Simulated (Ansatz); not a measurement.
This run works on a generated trial structure, not on a known crystal.

Input and command of a plane-wave DFT calculation in Ansatz:

```yaml
crystal:
  lattice:
    - [6.3632310643, -1.8720752228, 0.0]
    - [6.3632310643, 1.8720752228, 0.0]
    - [-5.1727409771, 0.0, 8.9850724956]
  atoms:
    - { symbol: "Y", position: [0.6395992585, 0.6395992585, 0.7302666304] }
    - { symbol: "Y", position: [0.4090617588, 0.4090617588, 0.8134168207] }
    - { symbol: "Y", position: [0.3604007415, 0.3604007415, 0.2697333696] }
    - { symbol: "Y", position: [0.5909382412, 0.5909382412, 0.1865831793] }
    - { symbol: Be, position: [0.2834593298, 0.2834593298, 0.9703449707] }
    - { symbol: Be, position: [0.8767824412, 0.8767824412, 0.0138253079] }
    - { symbol: Be, position: [0.7165406702, 0.7165406702, 0.0296550293] }
    - { symbol: Be, position: [0.1232175588, 0.1232175588, 0.9861746921] }
    - { symbol: Pb, position: [0.1251325649, 0.1251325649, 0.4639121163] }
    - { symbol: Pb, position: [0.8748674351, 0.8748674351, 0.5360878837] }
basis:
  ecutwfc: 420
kpoints:
  mp_grid: { grid: [10, 10, 4] }
hamiltonian:
  xc: pbe
scf:
  occupations: { method: gaussian, width: 0.1 }
output:
  forces: true
  stress: true
  eigenvalues: true
relax:
  adjacent_minimum: "off"
  f_tol: 0.01
  max_steps: 80
  cell: { stress_tol: 0.05 }
```

```bash
ansatz run input.yaml --threads 1 --pin off --max-ram 2560MiB --backend cpu --events-out ev --progress --plain --runs-dir out
```

Processor: Intel(R) Xeon(R) 6975P-C (Granite Rapids), 1 thread, on a host shared with other jobs.

Task: Estimate time, memory and problem size.

Result: About 3.3 min, peak memory 1.2 GiB. It solves 50 bands at 117 k points (after reduction by symmetry) with about 4193 plane waves (on the last cell), in 32 SCF iterations over 6 ionic steps.
